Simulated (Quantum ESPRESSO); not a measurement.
## In4Ta2MoNb (one run as intended and one with a planted mistake)

Computed values, not a measurement. The program is pw.x of Quantum ESPRESSO 7.5 (plane-wave density functional theory). The cell is made up: eight metal atoms on a face-centred cubic lattice, with elements, volume, strain and displacements drawn at random and not relaxed, so it may be unstable or far from any real phase. PseudoDojo standard norm-conserving files set the functional (PBE unless stated); there is no spin polarisation or spin-orbit coupling, the Fermi-Dirac width of 0.25 eV means electrons at about 2900 K, and the masses in the input are unused placeholders. Heavy elements are run without spin-orbit coupling, which real alloys of them have. A spin test at this wide smearing found no moment, but such smearing suppresses magnetism that the real alloy may have.

Intended input:

```
&control calculation='scf', pseudo_dir='./dojo.nc.sr.pbe.v0_5.standard.upf', outdir='./o', disk_io='minimal', tprnfor=.true., tstress=.true. /
&system ibrav=0, nat=8, ntyp=4, nbnd=66, ecutwfc=82.02448710, nosym=.true., tot_charge=0,
 occupations='smearing', smearing='fd', degauss=0.0183746611
/
&electrons conv_thr=1.470e-08, electron_maxstep=70, mixing_beta=0.5 /
ATOMIC_SPECIES
In 1.0 In.upf
Mo 1.0 Mo.upf
Nb 1.0 Nb.upf
Ta 1.0 Ta.upf
CELL_PARAMETERS angstrom
0.0185 -2.1811 -2.2269
-4.4192 2.1928 -2.2016
6.5653 6.4442 -4.4103
ATOMIC_POSITIONS angstrom
In 0.0159 -0.0053 0.0088
Ta -0.0355 2.1931 -2.2079
In 0.0071 4.3208 -4.3907
In 4.374 4.2803 -4.4099
Ta -2.2171 0.0001 -2.2352
Mo -2.202 2.2055 -4.4271
In 2.1337 2.1527 -4.4345
Nb 2.1317 4.2837 -6.5834
K_POINTS automatic
8 4 3 1 1 1
```

The log is shortened where brackets say so; the opening notice, blank lines, dates and the lines on written files are dropped, and the path of the files is cut. It prints rydbergs, bohrs and kilobars, and counts compression as positive stress. Its total energy is the free energy E - TS of the whole cell.

Log of the intended run:

```
     Program PWSCF v.7.5
     Parallel version (MPI & OpenMP), running on       4 processor cores
     Number of MPI processes:                 4
     Threads/MPI process:                     1
     [start-up lines left out]
     bravais-lattice index     =            0
     lattice parameter (alat)  =       5.8906  a.u.
     unit-cell volume          =    1144.4947 (a.u.)^3
     number of atoms/cell      =            8
     number of atomic types    =            4
     number of electrons       =       105.00
     number of Kohn-Sham states=           66
     kinetic-energy cutoff     =      82.0245  Ry
     charge density cutoff     =     328.0979  Ry
     scf convergence threshold =      1.5E-08
     mixing beta               =       0.5000
     number of iterations used =            8  plain     mixing
     Exchange-correlation= PBE
                           (   1   4   3   4   0   0   0)
     [axes and pseudopotential details left out]
   Cartesian axes
     site n.     atom                  positions (alat units)
         1        In     tau(   1) = (   0.0051008  -0.0017003   0.0028231  )
         2        Ta     tau(   2) = (  -0.0113886   0.7035594  -0.7083073  )
         3        In     tau(   3) = (   0.0022777   1.3861381  -1.4085624  )
         4        In     tau(   4) = (   1.4032049   1.3731454  -1.4147219  )
         5        Ta     tau(   5) = (  -0.7112587   0.0000321  -0.7170653  )
         6        Mo     tau(   6) = (  -0.7064146   0.7075374  -1.4202397  )
         7        In     tau(   7) = (   0.6845035   0.6905988  -1.4226137  )
         8        Nb     tau(   8) = (   0.6838619   1.3742362  -2.1119934  )
     number of k points=    48  Fermi-Dirac smearing, width (Ry)=  0.0184
                       cart. coord. in units 2pi/alat
        k(    1) = (  -0.0202135   0.0246804  -0.1118264), wk =   0.0416667
        k(    2) = (  -0.1388864  -0.0964038   0.0057816), wk =   0.0416667
     [further k points left out]
     Dense  grid:   114715 G-vectors     FFT dimensions: (  36,  60, 120)
     Estimated max dynamical RAM per process >     374.41 MB
     Estimated total dynamical RAM >       1.38 GB
     Initial potential from superposition of free atoms
     starting charge     104.9788, renormalised to     105.0000
     Starting wfcs are   76 randomized atomic wfcs
     total cpu time spent up to now is        5.8 secs
     per-process dynamical memory:   281.8 Mb
     Self-consistent Calculation
     iteration #  1     ecut=    82.02 Ry     beta= 0.50
     Davidson diagonalization with overlap
     ethr =  1.00E-02,  avg # of iterations =  2.4
     total cpu time spent up to now is       16.8 secs
     total energy              =   -1056.41553122 Ry
     estimated scf accuracy    <       1.15386513 Ry
     iteration #  2     ecut=    82.02 Ry     beta= 0.50
     Davidson diagonalization with overlap
     ethr =  1.10E-03,  avg # of iterations =  5.7
     total cpu time spent up to now is       33.2 secs
     total energy              =   -1055.32371690 Ry
     estimated scf accuracy    <      23.67585265 Ry
     [iterations 3 to 15 left out]
     iteration # 16     ecut=    82.02 Ry     beta= 0.50
     Davidson diagonalization with overlap
     ethr =  3.88E-10,  avg # of iterations =  1.8
     total cpu time spent up to now is      198.7 secs
     total energy              =   -1057.00614729 Ry
     estimated scf accuracy    <       0.00000018 Ry
     iteration # 17     ecut=    82.02 Ry     beta= 0.50
     Davidson diagonalization with overlap
     ethr =  1.75E-10,  avg # of iterations =  1.0
     total cpu time spent up to now is      207.9 secs
     End of self-consistent calculation
     [lines on levels left out]
!    total energy              =   -1057.00614730 Ry
     estimated scf accuracy    <          2.7E-09 Ry
     smearing contrib. (-TS)   =      -0.10804235 Ry
     internal energy E=F+TS    =   -1056.89810495 Ry
     The total energy is F=E-TS. E is the sum of the following terms:
     one-electron contribution =    -200.34923147 Ry
     hartree contribution      =     170.03917756 Ry
     xc contribution           =    -265.88280327 Ry
     ewald contribution        =    -760.70524777 Ry
     convergence has been achieved in  17 iterations
     Forces acting on atoms (cartesian axes, Ry/au):
     atom    1 type  1   force =     0.02545975    0.01834192   -0.01834441
     atom    2 type  4   force =    -0.03772526   -0.02695875    0.02321173
     atom    3 type  1   force =    -0.02828890   -0.01108870    0.00969192
     atom    4 type  1   force =    -0.00030441    0.01482217   -0.01364643
     atom    5 type  4   force =     0.01425159    0.01979648   -0.01860248
     atom    6 type  2   force =     0.00897991   -0.01015528    0.00884253
     atom    7 type  1   force =    -0.00921858   -0.02040608    0.02248412
     atom    8 type  3   force =     0.02684589    0.01564825   -0.01363698
     Total force =     0.093779     Total SCF correction =     0.000235
     Computing stress (Cartesian axis) and pressure
          total   stress  (Ry/bohr**3)                   (kbar)     P=      -67.91
  -0.00047391   0.00004964  -0.00002993          -69.71        7.30       -4.40
   0.00004964  -0.00044027  -0.00002728            7.30      -64.77       -4.01
  -0.00002993  -0.00002728  -0.00047068           -4.40       -4.01      -69.24
     init_run     :      5.26s CPU      5.55s WALL (       1 calls)
     electrons    :    200.99s CPU    202.11s WALL (       1 calls)
     forces       :      1.95s CPU      1.96s WALL (       1 calls)
     stress       :      6.71s CPU      6.91s WALL (       1 calls)
     [timing details left out]
     PWSCF        :   3m35.18s CPU   3m36.83s WALL
     JOB DONE.
```

A second run has one planted mistake: one coordinate of one atom is wrong. The input lines that differ:

```
- Mo -2.202 2.2055 -4.4271
+ Mo -2.202 2.2055 -4.3071
```

Its log:

```
     Program PWSCF v.7.5
     Parallel version (MPI & OpenMP), running on       4 processor cores
     Number of MPI processes:                 4
     Threads/MPI process:                     1
     [start-up lines left out]
     bravais-lattice index     =            0
     lattice parameter (alat)  =       5.8906  a.u.
     unit-cell volume          =    1144.4947 (a.u.)^3
     number of atoms/cell      =            8
     number of atomic types    =            4
     number of electrons       =       105.00
     number of Kohn-Sham states=           66
     kinetic-energy cutoff     =      82.0245  Ry
     charge density cutoff     =     328.0979  Ry
     scf convergence threshold =      1.5E-08
     mixing beta               =       0.5000
     number of iterations used =            8  plain     mixing
     Exchange-correlation= PBE
                           (   1   4   3   4   0   0   0)
     [axes and pseudopotential details left out]
   Cartesian axes
     site n.     atom                  positions (alat units)
         1        In     tau(   1) = (   0.0051008  -0.0017003   0.0028231  )
         2        Ta     tau(   2) = (  -0.0113886   0.7035594  -0.7083073  )
         3        In     tau(   3) = (   0.0022777   1.3861381  -1.4085624  )
         4        In     tau(   4) = (   1.4032049   1.3731454  -1.4147219  )
         5        Ta     tau(   5) = (  -0.7112587   0.0000321  -0.7170653  )
         6        Mo     tau(   6) = (  -0.7064146   0.7075374  -1.3817430  )
         7        In     tau(   7) = (   0.6845035   0.6905988  -1.4226137  )
         8        Nb     tau(   8) = (   0.6838619   1.3742362  -2.1119934  )
     number of k points=    48  Fermi-Dirac smearing, width (Ry)=  0.0184
                       cart. coord. in units 2pi/alat
        k(    1) = (  -0.0202135   0.0246804  -0.1118264), wk =   0.0416667
        k(    2) = (  -0.1388864  -0.0964038   0.0057816), wk =   0.0416667
     [further k points left out]
     Dense  grid:   114715 G-vectors     FFT dimensions: (  36,  60, 120)
     Estimated max dynamical RAM per process >     374.41 MB
     Estimated total dynamical RAM >       1.38 GB
     Initial potential from superposition of free atoms
     starting charge     104.9788, renormalised to     105.0000
     Starting wfcs are   76 randomized atomic wfcs
     total cpu time spent up to now is        5.8 secs
     per-process dynamical memory:   290.6 Mb
     Self-consistent Calculation
     iteration #  1     ecut=    82.02 Ry     beta= 0.50
     Davidson diagonalization with overlap
     ethr =  1.00E-02,  avg # of iterations =  2.3
     total cpu time spent up to now is       16.9 secs
     total energy              =   -1056.41031151 Ry
     estimated scf accuracy    <       1.16356677 Ry
     iteration #  2     ecut=    82.02 Ry     beta= 0.50
     Davidson diagonalization with overlap
     ethr =  1.11E-03,  avg # of iterations =  5.8
     total cpu time spent up to now is       32.9 secs
     total energy              =   -1055.32311522 Ry
     estimated scf accuracy    <      23.53602694 Ry
     [iterations 3 to 15 left out]
     iteration # 16     ecut=    82.02 Ry     beta= 0.50
     Davidson diagonalization with overlap
     ethr =  3.39E-10,  avg # of iterations =  1.5
     total cpu time spent up to now is      200.3 secs
     total energy              =   -1057.00743283 Ry
     estimated scf accuracy    <       0.00000015 Ry
     iteration # 17     ecut=    82.02 Ry     beta= 0.50
     Davidson diagonalization with overlap
     ethr =  1.46E-10,  avg # of iterations =  1.0
     total cpu time spent up to now is      209.4 secs
     End of self-consistent calculation
     [lines on levels left out]
!    total energy              =   -1057.00743284 Ry
     estimated scf accuracy    <          2.2E-09 Ry
     smearing contrib. (-TS)   =      -0.10814942 Ry
     internal energy E=F+TS    =   -1056.89928343 Ry
     The total energy is F=E-TS. E is the sum of the following terms:
     one-electron contribution =    -200.59999011 Ry
     hartree contribution      =     170.18188452 Ry
     xc contribution           =    -265.89217752 Ry
     ewald contribution        =    -760.58900031 Ry
     convergence has been achieved in  17 iterations
     Forces acting on atoms (cartesian axes, Ry/au):
     atom    1 type  1   force =     0.02216174    0.01774784   -0.01590536
     atom    2 type  4   force =    -0.03662157   -0.02891857    0.02420529
     atom    3 type  1   force =    -0.02939305   -0.01084266    0.01073238
     atom    4 type  1   force =    -0.00071094    0.01455137   -0.01333066
     atom    5 type  4   force =     0.01346396    0.02079770   -0.01940398
     atom    6 type  2   force =     0.01485316   -0.00645198    0.00282566
     atom    7 type  1   force =    -0.00929884   -0.02260370    0.02520457
     atom    8 type  3   force =     0.02554553    0.01572000   -0.01432790
     Total force =     0.094378     Total SCF correction =     0.000213
     Computing stress (Cartesian axis) and pressure
          total   stress  (Ry/bohr**3)                   (kbar)     P=      -66.30
  -0.00045264   0.00004242  -0.00004586          -66.58        6.24       -6.75
   0.00004242  -0.00042362  -0.00001957            6.24      -62.32       -2.88
  -0.00004586  -0.00001957  -0.00047576           -6.75       -2.88      -69.99
     init_run     :      5.32s CPU      5.56s WALL (       1 calls)
     electrons    :    202.28s CPU    203.62s WALL (       1 calls)
     forces       :      1.91s CPU      1.93s WALL (       1 calls)
     stress       :      6.70s CPU      6.89s WALL (       1 calls)
     [timing details left out]
     PWSCF        :   3m36.49s CPU   3m38.31s WALL
     JOB DONE.
```

|  | intended run | run with the mistake |
| --- | --- | --- |
| free energy (eV) | -14381.301 | -14381.319 |
| entropy term -TS, part of it (eV) | -1.470 | -1.471 |
| pressure (GPa) | -6.79 | -6.63 |
| size of the largest force component (eV/Å) | 0.970 | 0.942 |
| largest change of a force component (eV/Å) |  | 0.155 |
| iterations | 17 | 17 |

For scale, a rerun of the intended cell at a higher cutoff and on a denser mesh moved values by no more than 0.003 eV in energy, 0.06 GPa in stress and 0.012 eV/Å in force, and a second program with other atomic files agreed on that cell to 2 % rms in force and 0.5 GPa in pressure.